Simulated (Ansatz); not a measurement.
SnO2:
```cif
data_O8Sn4
_chemical_formula_sum 'Sn4 O8'
_space_group_name_H-M_alt 'Pbcn'
_space_group_IT_number 60
_space_group_name_Hall '-P 2n 2ab'
_cell_length_a 4.70286
_cell_length_b 5.69517
_cell_length_c 5.20466
_cell_angle_alpha 90.000
_cell_angle_beta 90.000
_cell_angle_gamma 90.000
loop_
_space_group_symop_operation_xyz
  'x, y, z'
  '-x, -y, -z'
  '-x+1/2, -y+1/2, z+1/2'
  'x+1/2, y+1/2, -z+1/2'
  'x+1/2, -y+1/2, -z'
  '-x+1/2, y+1/2, z'
  '-x, y, -z+1/2'
  'x, -y, z+1/2'
loop_
_atom_site_label
_atom_site_type_symbol
_atom_site_symmetry_multiplicity
_atom_site_Wyckoff_symbol
_atom_site_fract_x
_atom_site_fract_y
_atom_site_fract_z
_atom_site_occupancy
Sn1 Sn 4 c 0.00000 0.16729 0.75000 1
O1 O 8 d 0.23101 0.10492 0.42235 1
```

This is the LDA-relaxed structure.

### Question
All from DFT-LDA in the program Ansatz with PAW potentials, unless another level is named. Give the vibrational entropy at 300 K.

### Answer
17.9 J/(K·mol of atoms).

### Question
What about the zero-point energy?

### Answer
70.7 meV/atom.

### Question
What about the highest zone-centre frequency (without LO–TO term)?

### Answer
22.02 THz.

### Question
Give the Young's modulus.

### Answer
224 GPa.

This is a known high-pressure phase of the composition, computed here at zero pressure and temperature. The cell was relaxed with LDA under the symmetry of its start; phonons on a q-mesh show no instability. Spin–orbit coupling is left out wherever it is not named.

Potentials: the later of the program's two PAW sets.
